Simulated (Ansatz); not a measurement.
The cell below belongs to a search over invented structures; it isn't taken from experiment.

Input and command of a plane-wave DFT calculation in Ansatz:

```yaml
crystal:
  lattice:
    - [4.3682316, 0.0, 0.0]
    - [0.0, 5.09479954, 0.0]
    - [0.0, 0.0, 6.85690282]
  atoms:
    - { symbol: Ti, position: [0.0, 0.5, 0.5] }
    - { symbol: Ti, position: [0.5, 0.5, 0.5] }
    - { symbol: Ge, position: [0.0, 0.74348032, 0.25715543] }
    - { symbol: Ge, position: [0.0, 0.74348032, 0.74284457] }
    - { symbol: Ge, position: [0.0, 0.25651968, 0.74284457] }
    - { symbol: Ge, position: [0.0, 0.25651968, 0.25715543] }
    - { symbol: Ge, position: [0.0, 0.0, 0.0] }
    - { symbol: Ru, position: [0.5, 0.0, 0.0] }
basis:
  ecutwfc: 420
kpoints:
  mp_grid: { grid: [4, 3, 3] }
hamiltonian:
  xc: pbe
scf:
  occupations: { method: gaussian, width: 0.2 }
  lower_state_search: "off"
output:
  forces: true
  stress: true
  eigenvalues: true
relax:
  adjacent_minimum: "off"
  f_tol: 0.08
  max_steps: 16
  cell: { stress_tol: 0.8 }
```

```bash
ansatz run input.yaml --threads 1 --pin off --max-ram 2560MiB --backend cpu --events-out ev --progress --plain --runs-dir out
```

Processor: Intel(R) Xeon(R) Processor @ 2.50GHz (Skylake/Cascade Lake), 1 thread, on a host shared with other jobs.

Q: Estimate time, memory and problem size.

A: About 4.5 min, peak memory 0.59 GiB. It solves 66 bands at 12 k points (after reduction by symmetry) with about 4375 plane waves (on the last cell), in 108 SCF iterations over 15 ionic steps.
